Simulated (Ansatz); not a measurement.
ZrB₂ (AlB2 type, space group P6/mmm)

```yaml
crystal:
  lattice:
    - [3.17143, 0.00000, 0.00000]
    - [-1.58571, 2.74654, 0.00000]
    - [0.00000, 0.00000, 3.54132]
  atoms:
    - { symbol: Zr, position: [0.00000, 0.00000, 0.00000] }
    - { symbol: B, position: [0.33333, 0.66667, 0.50000] }
    - { symbol: B, position: [0.66667, 0.33333, 0.50000] }
```

Two coordinates are scanned: the volume, and the ratio of the stretch along z (the conventional c axis) to the stretch across it. Atoms keep their fractional coordinates.

Level of theory: PBE (plane waves to 420 eV, PAW, scalar-relativistic; Ansatz, a quantum-chemistry and plane-wave program). k mesh 17×17×13 (Γ-centred), Fermi-Dirac smearing 0.05 eV. Compression counts positive. With partly filled bands, the response to shear is sensitive to the k mesh, so small differences along c/a are uncertain. ZrB2 is run without spin polarisation. ZrB2 was relaxed with its symmetry unable to fall.

At one point of the scan the stress tensor (GPa) is:

```
   29.7      0.0      0.0
    0.0     29.7      0.0
    0.0      0.0     12.7
```

Q: Which point is it?
(A) V/V₀ = 0.960, (c/a)/(c/a)₀ = 0.960
(B) V/V₀ = 0.960, (c/a)/(c/a)₀ = 1.040
(C) V/V₀ = 0.920, (c/a)/(c/a)₀ = 1.040
(D) V/V₀ = 1.000, (c/a)/(c/a)₀ = 1.040

A: C, V/V₀ = 0.920, (c/a)/(c/a)₀ = 1.040

(A scan under strain: stresses follow from slopes of the energy per volume, elastic moduli from its curvatures.)
